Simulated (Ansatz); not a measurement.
A geometry of ScAl₃ away from equilibrium: step 4 of the relaxation of a relaxed ScAl3 cell shaken by Gaussian noise of σ = 0.08 Å a coordinate. The numbers are results of r2SCAN (plane waves to 500 eV, PAW, scalar-relativistic; Ansatz, a program for electronic structure), not measurements. Γ-centred k-mesh 8×8×4 on the run's cell (coarser than for final values), Fermi–Dirac smearing 0.05 eV. The plane waves were selected for a different cell earlier on the path.

```yaml
crystal:
  lattice:
    - [4.84600, -0.01518, 0.10438]
    - [-2.43615, 4.20460, -0.02278]
    - [0.17432, 0.05671, 8.15237]
  atoms:
    - { symbol: Al, position: [0.00031, 0.97623, 0.99368] }
    - { symbol: Al, position: [0.30966, 0.63895, 0.12284] }
    - { symbol: Al, position: [0.64049, 0.30313, 0.20393] }
    - { symbol: Al, position: [0.70849, 0.32994, 0.88093] }
    - { symbol: Al, position: [0.38036, 0.66472, 0.80137] }
    - { symbol: Al, position: [0.98584, 0.03825, 0.51295] }
    - { symbol: Sc, position: [0.32171, 0.70522, 0.44907] }
    - { symbol: Sc, position: [0.64669, 0.37482, 0.56189] }
```

Problem. What forces act on the atoms (eV/Å)?

Solution. 
```tsv
atom	Fx	Fy	Fz
Al1	0.12	0.02	0.01
Al2	-0.03	-0.03	-1.08
Al3	-0.14	0.03	0.75
Al4	0.00	-0.03	1.19
Al5	0.04	0.14	-0.58
Al6	-0.15	0.02	0.00
Sc7	0.08	0.08	-0.63
Sc8	0.08	-0.23	0.35
```

The path ends in P-3m1 (No. 164). No spin polarisation in the result.

The end of the path is a generated cell of ScAl3: the first start was made by a random draw of sites in a space group, and the end was not matched to a known phase here, so it may be hypothetical.
